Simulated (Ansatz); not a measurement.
The relaxed structure here is a generated cell of Ti2C: the first start was made by placing the elements on the sites of a structure type, and the end was not matched to a known phase here, so it may be hypothetical.

The start is a generated cell, Ti2C built in the AFLOW prototype AB2_hP6_194_c_f (C7, as in MoS2). The cell and all atomic positions are relaxed at zero pressure with PBE (plane waves to 420 eV, PAW, scalar-relativistic; Ansatz, a first-principles code). The first steps use a coarse 9×9×2 k-mesh.

Input geometry:
```yaml
crystal:
  lattice:
    - [2.87065, 0.00000, 0.00000]
    - [-1.43532, 2.48605, 0.00000]
    - [0.00000, 0.00000, 11.16564]
  atoms:
    - { symbol: C, position: [0.33333, 0.66667, 0.25000] }
    - { symbol: C, position: [0.66667, 0.33333, 0.75000] }
    - { symbol: Ti, position: [0.33333, 0.66667, 0.62750] }
    - { symbol: Ti, position: [0.66667, 0.33333, 0.12750] }
    - { symbol: Ti, position: [0.66667, 0.33333, 0.37250] }
    - { symbol: Ti, position: [0.33333, 0.66667, 0.87250] }
```

**Question.** By how much does the energy per atom fall from start to end?

**Answer.** 0.17 eV/atom.

**Question.** How does the volume change?

**Answer.** +3.1 %, from 13.28 to 13.69 Å³/atom.

**Question.** How do the shortest distances between atoms change?

**Answer.** The closest pairs of elements (up to four, under 3.6 Å), start → end: C–Ti 2.15 → 2.16 Å; Ti–Ti 2.74 → 2.50 Å; C–C 2.87 → 3.06 Å.

**Question.** What does it relax into? Give the structure.

**Answer.** 
Space group P6₃/mmc (No. 194); a = b = 3.055 Å, c = 10.165 Å, α = β = 90.00°, γ = 120.00°

| atom | site | symmetry | x | y | z |
|---|---|---|---|---|---|
| C | 2d | -6m2 | 0.6667 | 0.3333 | 0.2500 |
| Ti | 4f | 3m. | 0.3333 | 0.6667 | 0.1269 |

The space group stays P6₃/mmc (No. 194) (the run could not lower it); the end is AFLOW prototype AB2_hP6_194_c_f (C7, as in MoS2), with 6 atoms in the primitive cell. Final values are on a 17×17×5 k-mesh of the relaxed cell. No spin polarisation in the result.

The run could not lower the symmetry of its start; a shaken copy of this end point relaxes with PBE to Cmcm (No. 63), 0.01 eV/atom lower.
